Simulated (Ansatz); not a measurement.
# BiB: from a starting cell to a relaxed one

The relaxed structure here is a generated cell of BiB: the first start was made by placing the elements on the sites of a structure type, and the end was not matched to a known phase here, so it may be hypothetical.

The start is a generated cell, BiB built in the alpha-GeTe structure type. The cell and all atomic positions are relaxed at zero pressure with r2SCAN (plane waves to 500 eV, PAW, scalar-relativistic; Ansatz, a first-principles code). The first steps use a coarse 8×8×8 k-mesh.

The start:
```
CELL_PARAMETERS angstrom
      1.87322     1.08151     3.20601
     -1.87322     1.08151     3.20601
      0.00000    -2.16301     3.20601
ATOMIC_POSITIONS crystal
  B  0.23760 0.23760 0.23760
  Bi 0.76240 0.76240 0.76240
```

Question: What symmetry does the relaxed structure have?

Answer: The space group goes from R3m (No. 160) to Fm-3m (No. 225); the end is rock salt type, with 2 atoms in the primitive cell.

Question: By how much does the energy per atom fall from start to end?

Answer: 0.04 eV/atom.

Question: How does the volume per atom move from start to end?

Answer: -6.9 %, from 19.49 to 18.15 Å³/atom.

Question: How do the shortest distances between atoms change?

Answer: The closest pairs of elements (up to four, under 3.6 Å), start → end: B–Bi 2.56 → 2.63 Å.

Question: Is the relaxed structure metallic? Give its gap.

Answer: No gap (metallic).

Question: What does it relax into? Give the structure.

Answer: 
```cif
data_B4Bi4
_chemical_formula_sum 'B4 Bi4'
_space_group_name_H-M_alt 'Fm-3m'
_space_group_IT_number 225
_space_group_name_Hall '-F 4 2 3'
_cell_length_a 5.25560
_cell_length_b 5.25560
_cell_length_c 5.25560
_cell_angle_alpha 90.000
_cell_angle_beta 90.000
_cell_angle_gamma 90.000
loop_
_atom_site_label
_atom_site_type_symbol
_atom_site_symmetry_multiplicity
_atom_site_Wyckoff_symbol
_atom_site_fract_x
_atom_site_fract_y
_atom_site_fract_z
_atom_site_occupancy
B1 B 4 a 0.00000 0.00000 0.00000 1
Bi1 Bi 4 b 0.50000 0.50000 0.50000 1
```
(The calculation used a cell of 2 atoms; values per cell refer to that cell.)

Final values are on a 15×15×15 k-mesh of the relaxed cell. No spin polarisation in the result.

The run could not lose the symmetry of its start, so the end can be a saddle point.
